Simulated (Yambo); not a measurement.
BSE-type run in Yambo on LiHS (space group Pmc2_1, No. 26), at zero momentum.

Quantum ESPRESSO step (LDA, PseudoDojo standard norm-conserving files, scalar-relativistic):
```
&CONTROL
  calculation = 'nscf'
  pseudo_dir = './pseudo'
  outdir = './out'
/
&SYSTEM
  ibrav = 0
  nat = 12
  ntyp = 3
  ecutwfc = 74.0
  ecutrho = 296.0
  occupations = 'fixed'
  force_symmorphic = .true.
  nbnd = 93
/
&ELECTRONS
  conv_thr = 1.2000000000000002e-08
  diago_full_acc = .true.
  diago_thr_init = 1e-08
/
ATOMIC_SPECIES
H 1.0080 H.upf
Li 6.9400 Li.upf
S 32.0600 S.upf
CELL_PARAMETERS angstrom
  6.101130000000   0.000000000000   0.000000000000
  0.000000000000   3.923420000000   0.000000000000
  0.000000000000   0.000000000000   7.832770000000
ATOMIC_POSITIONS crystal
H   0.000000000000   0.010520000000   0.934130000000
H   0.000000000000   0.989480000000   0.434130000000
H   0.500000000000   0.875030000000   0.499040000000
H   0.500000000000   0.124970000000   0.999040000000
Li   0.249840000000   0.496830000000   0.248520000000
Li   0.750160000000   0.503170000000   0.748520000000
Li   0.750160000000   0.496830000000   0.248520000000
Li   0.249840000000   0.503170000000   0.748520000000
S   0.000000000000   0.003150000000   0.762800000000
S   0.000000000000   0.996850000000   0.262800000000
S   0.500000000000   0.532970000000   0.499590000000
S   0.500000000000   0.467030000000   0.999590000000
K_POINTS automatic
4 4 2 0 0 0
```

Yambo input:
```
rim_cut
optics
bse
bss
dipoles
em1s
RandQpts= 1000000
RandGvec= 1 Ry
FFTGvecs= 40 Ry
Chimod= "HARTREE"
BSKmod= "SEX"
BSEmod= "resonant"
BSSmod= "hs"
BSENGexx= 15 Ry
BSENGBlk= 3 Ry
% KfnQP_E
 2.508 | 1.0 | 1.0 |
%
% BSEQptR
 1 | 1 |
%
% BSEBands
 9 | 40 |
%
% BEnRange
 0.0 | 14.7 | eV
%
% BDmRange
 0.15 | 0.15 | eV
%
BEnSteps= 294
% BLongDir
 0.0 | 1.0 | 0.0 |
%
BSHayTrs= -0.02
BSSNEig= 24
WRbsWF
% BndsRnXs
 5 | 89 |
%
NGsBlkXs= 3 Ry
% LongDrXs
 1.0 | 1.0 | 1.0 |
%
```

From the report:

The dimension is k points × valence × conduction bands = 32 × 12 × 20 = 7680.
```
  [SLEPC] Approach                          : Krylov-Schur
  [SLEPC] Number of requested eigenvalues   :  24
  [SLEPC] Number of eigenvalues        [NEV]:  24
   [K] Dimension                                    :   7680
   [K] Bands                                        :    9   40
   [K] Exchange res                                 : yes
   [K] Correlation res                              : yes
   [K] W interaction is bare                        : no
   [K] RL vectors exchange                          :  1269
   [K] RL vectors correlation                       :  111
   [W] Matrix size                                  :  111
   [W] Bands                                        :    5   89
   [W] Coulomb Cutoff                               : none
   [W] Hxc Kernel                                   : HARTREE
```

Geometry of the Materials Project entry, not relaxed at this level.
